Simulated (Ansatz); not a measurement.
Here is an unrelaxed guess for Be5GeN2.

Space group P3m1 (No. 156). a = 2.736 Å, b = 2.736 Å, c = 9.614 Å, α = 90.00°, β = 90.00°, γ = 120.00°
```json
{"atom": "Be", "site": "1a", "symmetry": "3m.", "x": "0.0000", "y": "0.0000", "z": "0.0000"}
{"atom": "Be", "site": "1b", "symmetry": "3m.", "x": "0.3333", "y": "0.6667", "z": "0.1565"}
{"atom": "Be", "site": "1a", "symmetry": "3m.", "x": "0.0000", "y": "0.0000", "z": "0.3174"}
{"atom": "Be", "site": "1c", "symmetry": "3m.", "x": "0.6667", "y": "0.3333", "z": "0.6826"}
{"atom": "Be", "site": "1b", "symmetry": "3m.", "x": "0.3333", "y": "0.6667", "z": "0.8435"}
{"atom": "Ge", "site": "1b", "symmetry": "3m.", "x": "0.3333", "y": "0.6667", "z": "0.5000"}
{"atom": "N", "site": "1c", "symmetry": "3m.", "x": "0.6667", "y": "0.3333", "z": "0.2369"}
{"atom": "N", "site": "1a", "symmetry": "3m.", "x": "0.0000", "y": "0.0000", "z": "0.7631"}
```

These are results of Ansatz 0.2.0, DFT PBE, scalar-relativistic, plane waves, PAW, not measurements. Plane waves to 420 eV, a k mesh through Γ of 6×6×2 on the computed 8-atom cell and Gaussian smearing (0.10 eV); no spin polarisation.

Formation energies are uncorrected and refer to the elements' standard structures at the same level (N₂ as a molecule).

Question: Estimate its pressure, forces and energy as it stands.

Answer: The pressure is 18.1 GPa (the mean over three directions, positive in compression), the largest force is 2.36 eV/Å, and the energy is −0.06 eV/atom against the elements. The shortest distance is 1.76 Å.

Question: Is it a good guess?

Answer: A fair one: relaxing gains about 0.19 eV/atom (the start's value is from the coarse mesh, so the gain is rough) in 23 ionic steps and ends at −0.25 eV/atom on the finer mesh. The symmetry stays P3m1 (No. 156). The volume per atom grows by 19.8 %, from 7.8 to 9.3 Å³. The shortest distance goes from 1.76 Å (Be–N) to 1.72 Å (Be–N). The ratio c/a of the conventional cell changes by a factor of 1.27. Conventional cell: a = 2.680 Å, c = 11.998 Å. Around Be on its first site lie 12 Be at 2.55–2.68 Å and 1 N at 2.82 Å; Ge has 6 Ge at 2.68 Å and 6 Be at 2.78–2.80 Å; around N on its first site lie 6 Be at 1.72–1.75 Å; 5 more sites not described.

The last run used an 18×18×4 mesh (in the run's order of axes) for its 8-atom cell and Gaussian smearing of 0.10 eV. No dispersion correction is applied, so the spacing and binding between layers, chains or molecules are poorly described. The relaxation can't lower the symmetry of the start, and the grade says only how near the guess is to its own end. A structure relaxed within its symmetry needn't be a true minimum.
